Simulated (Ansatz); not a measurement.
**NbAu$_{2}$: 30 steps of 2.0 fs from 300 K**

These are results of DFT, PBEsol, all-electron LAPW, scalar-relativistic (Ansatz 0.2.0), not measurements.

Command: `ansatz run input.yaml --threads 2 --pin off --max-ram 6144MiB --backend cpu --events-out ev --progress --plain --runs-dir out` The run took 10 min on 2 threads of Intel(R) Xeon(R) 6975P-C (Granite Rapids), with other jobs on the host, peak memory 0.92 GiB.

```yaml
crystal:
  lattice:
    - [4.61, 0.0, 0.0]
    - [-2.305, 3.9923771114, 0.0]
    - [0.0, 0.0, 2.72]
  atoms:
    - { symbol: Nb, position: [0.0, 0.0, 0.0] }
    - { symbol: Au, position: [0.3333333333, 0.6666666667, 0.5] }
    - { symbol: Au, position: [0.6666666667, 0.3333333333, 0.5] }
kpoints:
  mp_grid: { grid: [5, 5, 7] }
scf:
  occupations: { method: fermi_dirac, width: 0.08 }
hamiltonian:
  xc: pbesol
  pseudopotentials: { kind: all_electron, lapw: { basis_error: 0.001 } }
output:
  forces: true
  stress: true
md:
  timestep: 2.0
  n_steps: 30
  ensemble: nve
  temperature: 300
  initial_velocities: maxwell_boltzmann
  seed: 142226
```

Spin polarisation is left out, and whether a magnetic state lies lower isn't shown here.

No spin–orbit coupling, which matters for the heavy atoms here.

The geometry is COD entry 1510446, unchecked; take it as a test cell.

Each frame lists Cartesian positions (Å) and forces (eV/Å). Free energies count from the first step, -1138054.9154 eV.

Step 0 (t = 0.0 fs): E = 0.0 meV, T = 300 K, conserved energy 0.0 meV

```
Nb    0.0000    0.0000    0.0000     0.000   0.000   0.000
Au    0.0000    2.6616    1.3600     0.000   0.000   0.000
Au    2.3050    1.3308    1.3600     0.000   0.000   0.000
```

Step 1 (t = 2.0 fs): E = +0.1 meV, T = 300 K, conserved energy 0.0 meV

```
Nb    0.0029   -0.0025    0.0026    -0.026   0.022  -0.012
Au   -0.0005    2.6616    1.3565     0.008   0.002   0.013
Au    2.3041    1.3319    1.3623     0.018  -0.024  -0.001
```

Step 2 (t = 4.0 fs): E = +0.5 meV, T = 298 K, conserved energy 0.0 meV

```
Nb    0.0058   -0.0051    0.0052    -0.051   0.045  -0.025
Au   -0.0009    2.6617    1.3529     0.015   0.003   0.026
Au    2.3032    1.3331    1.3646     0.036  -0.048  -0.001
```

Step 3 (t = 6.0 fs): E = +1.1 meV, T = 296 K, conserved energy 0.0 meV

```
Nb    0.0087   -0.0076    0.0077    -0.076   0.067  -0.037
Au   -0.0014    2.6617    1.3494     0.023   0.005   0.039
Au    2.3023    1.3342    1.3669     0.053  -0.072  -0.002
```

Step 4 (t = 8.0 fs): E = +2.0 meV, T = 292 K, conserved energy 0.0 meV

```
Nb    0.0115   -0.0101    0.0103    -0.101   0.089  -0.049
Au   -0.0018    2.6618    1.3459     0.031   0.006   0.052
Au    2.3014    1.3353    1.3693     0.070  -0.095  -0.003
```

Step 5 (t = 10.0 fs): E = +3.1 meV, T = 288 K, conserved energy 0.0 meV

```
Nb    0.0144   -0.0125    0.0128    -0.125   0.110  -0.061
Au   -0.0023    2.6618    1.3424     0.038   0.007   0.065
Au    2.3005    1.3364    1.3716     0.087  -0.118  -0.003
```

Step 6 (t = 12.0 fs): E = +4.5 meV, T = 283 K, conserved energy 0.0 meV

```
Nb    0.0171   -0.0149    0.0153    -0.149   0.131  -0.073
Au   -0.0027    2.6619    1.3389     0.046   0.009   0.077
Au    2.2996    1.3375    1.3739     0.103  -0.140  -0.004
```

Step 7 (t = 14.0 fs): E = +6.0 meV, T = 277 K, conserved energy 0.0 meV

```
Nb    0.0198   -0.0173    0.0178    -0.172   0.152  -0.085
Au   -0.0031    2.6619    1.3354     0.054   0.009   0.090
Au    2.2988    1.3386    1.3762     0.118  -0.162  -0.005
```

Step 8 (t = 16.0 fs): E = +7.7 meV, T = 270 K, conserved energy 0.0 meV

```
Nb    0.0224   -0.0195    0.0203    -0.195   0.173  -0.097
Au   -0.0036    2.6620    1.3320     0.062   0.010   0.102
Au    2.2980    1.3396    1.3785     0.133  -0.183  -0.006
```

Step 9 (t = 18.0 fs): E = +9.6 meV, T = 263 K, conserved energy 0.0 meV

```
Nb    0.0250   -0.0217    0.0227    -0.217   0.192  -0.108
Au   -0.0040    2.6620    1.3285     0.069   0.011   0.115
Au    2.2972    1.3406    1.3808     0.148  -0.203  -0.007
```

Step 10 (t = 20.0 fs): E = +11.6 meV, T = 255 K, conserved energy 0.0 meV

```
Nb    0.0274   -0.0239    0.0250    -0.238   0.212  -0.119
Au   -0.0044    2.6621    1.3251     0.077   0.011   0.127
Au    2.2964    1.3415    1.3831     0.161  -0.222  -0.008
```

Step 11 (t = 22.0 fs): E = +13.8 meV, T = 247 K, conserved energy 0.0 meV

```
Nb    0.0298   -0.0259    0.0273    -0.258   0.230  -0.130
Au   -0.0047    2.6622    1.3217     0.084   0.011   0.139
Au    2.2957    1.3424    1.3854     0.174  -0.241  -0.009
```

Step 12 (t = 24.0 fs):

```
Nb    0.0320   -0.0279    0.0296
Au   -0.0051    2.6622    1.3183
Au    2.2950    1.3433    1.3877
```

Step 13 (t = 26.0 fs): E = +18.4 meV, T = 229 K, conserved energy 0.0 meV

```
Nb    0.0342   -0.0297    0.0318    -0.296   0.264  -0.151
Au   -0.0054    2.6623    1.3150     0.098   0.010   0.163
Au    2.2943    1.3441    1.3900     0.198  -0.275  -0.011
```

Step 14 (t = 28.0 fs): E = +20.8 meV, T = 220 K, conserved energy 0.0 meV

```
Nb    0.0362   -0.0314    0.0339    -0.313   0.280  -0.161
Au   -0.0058    2.6624    1.3117     0.105   0.010   0.174
Au    2.2937    1.3448    1.3923     0.208  -0.290  -0.013
```

Step 15 (t = 30.0 fs): E = +23.1 meV, T = 211 K, conserved energy 0.0 meV

```
Nb    0.0380   -0.0331    0.0360    -0.329   0.295  -0.171
Au   -0.0061    2.6624    1.3084     0.111   0.009   0.185
Au    2.2931    1.3455    1.3946     0.218  -0.304  -0.014
```

Step 16 (t = 32.0 fs): E = +25.5 meV, T = 201 K, conserved energy 0.0 meV

```
Nb    0.0398   -0.0346    0.0380    -0.345   0.308  -0.180
Au   -0.0063    2.6625    1.3052     0.117   0.008   0.196
Au    2.2926    1.3462    1.3969     0.227  -0.317  -0.016
```

Step 17 (t = 34.0 fs): E = +27.9 meV, T = 192 K, conserved energy 0.0 meV

```
Nb    0.0414   -0.0359    0.0399    -0.358   0.321  -0.189
Au   -0.0066    2.6626    1.3020     0.123   0.007   0.207
Au    2.2921    1.3467    1.3992     0.236  -0.328  -0.018
```

Step 18 (t = 36.0 fs): E = +30.2 meV, T = 183 K, conserved energy 0.0 meV

```
Nb    0.0428   -0.0372    0.0417    -0.371   0.332  -0.198
Au   -0.0068    2.6627    1.2988     0.128   0.006   0.218
Au    2.2916    1.3473    1.4015     0.243  -0.338  -0.020
```

Step 19 (t = 38.0 fs): E = +32.4 meV, T = 175 K, conserved energy 0.0 meV

```
Nb    0.0441   -0.0383    0.0435    -0.382   0.342  -0.206
Au   -0.0070    2.6627    1.2957     0.133   0.005   0.228
Au    2.2912    1.3477    1.4038     0.250  -0.347  -0.022
```

Step 20 (t = 40.0 fs): E = +34.6 meV, T = 166 K, conserved energy 0.0 meV

```
Nb    0.0453   -0.0392    0.0452    -0.392   0.351  -0.214
Au   -0.0072    2.6628    1.2927     0.137   0.003   0.238
Au    2.2909    1.3481    1.4060     0.255  -0.354  -0.024
```

Step 21 (t = 42.0 fs): E = +36.6 meV, T = 159 K, conserved energy 0.0 meV

```
Nb    0.0462   -0.0400    0.0467    -0.401   0.359  -0.221
Au   -0.0074    2.6629    1.2896     0.141   0.001   0.248
Au    2.2906    1.3484    1.4083     0.260  -0.360  -0.027
```

Step 22 (t = 44.0 fs): E = +38.5 meV, T = 151 K, conserved energy 0.0 meV

```
Nb    0.0470   -0.0407    0.0482    -0.408   0.365  -0.228
Au   -0.0075    2.6630    1.2867     0.144   0.000   0.257
Au    2.2903    1.3486    1.4106     0.264  -0.364  -0.029
```

Step 23 (t = 46.0 fs): E = +40.2 meV, T = 145 K, conserved energy 0.0 meV

```
Nb    0.0477   -0.0412    0.0496    -0.414   0.370  -0.234
Au   -0.0076    2.6630    1.2837     0.147  -0.002   0.266
Au    2.2901    1.3488    1.4129     0.267  -0.367  -0.032
```

Step 24 (t = 48.0 fs): E = +41.8 meV, T = 139 K, conserved energy 0.0 meV

```
Nb    0.0481   -0.0415    0.0509    -0.418   0.373  -0.240
Au   -0.0077    2.6631    1.2809     0.149  -0.004   0.275
Au    2.2900    1.3489    1.4151     0.270  -0.369  -0.035
```

Step 25 (t = 50.0 fs): E = +43.2 meV, T = 133 K, conserved energy 0.0 meV

```
Nb    0.0484   -0.0417    0.0521    -0.421   0.375  -0.245
Au   -0.0077    2.6632    1.2780     0.150  -0.006   0.284
Au    2.2899    1.3489    1.4174     0.271  -0.368  -0.039
```

Step 26 (t = 52.0 fs): E = +44.4 meV, T = 128 K, conserved energy 0.0 meV

```
Nb    0.0486   -0.0418    0.0532    -0.422   0.375  -0.250
Au   -0.0077    2.6633    1.2753     0.151  -0.008   0.292
Au    2.2898    1.3488    1.4196     0.272  -0.367  -0.042
```

Step 27 (t = 54.0 fs): E = +45.4 meV, T = 124 K, conserved energy 0.0 meV

```
Nb    0.0485   -0.0417    0.0542    -0.422   0.374  -0.254
Au   -0.0077    2.6633    1.2726     0.151  -0.010   0.300
Au    2.2899    1.3487    1.4218     0.271  -0.364  -0.046
```

Step 28 (t = 56.0 fs): E = +46.3 meV, T = 121 K, conserved energy 0.0 meV

```
Nb    0.0483   -0.0414    0.0551    -0.420   0.372  -0.258
Au   -0.0077    2.6634    1.2699     0.150  -0.013   0.307
Au    2.2899    1.3485    1.4241     0.270  -0.359  -0.050
```

Step 29 (t = 58.0 fs): E = +46.9 meV, T = 119 K, conserved energy 0.0 meV

```
Nb    0.0478   -0.0410    0.0559    -0.417   0.368  -0.261
Au   -0.0076    2.6635    1.2674     0.149  -0.015   0.314
Au    2.2900    1.3482    1.4263     0.268  -0.353  -0.054
```

Step 30 (t = 60.0 fs): E = +47.4 meV, T = 117 K, conserved energy 0.0 meV

```
Nb    0.0473   -0.0404    0.0566    -0.412   0.363  -0.263
Au   -0.0075    2.6635    1.2648     0.147  -0.017   0.321
Au    2.2902    1.3479    1.4285     0.265  -0.346  -0.058
```

(1) Give the energy and forces of step 12.

(2) What is the mean temperature over the last 16 frames?

Answers

(1) E = +16.1 meV, T = 238 K, conserved energy 0.0 meV
```
Nb    0.0320   -0.0279    0.0296    -0.278   0.248  -0.141
Au   -0.0051    2.6622    1.3183     0.091   0.011   0.151
Au    2.2950    1.3433    1.3877     0.186  -0.258  -0.010
```

(2) 154 K; so short a run of so small a cell isn't equilibrated.
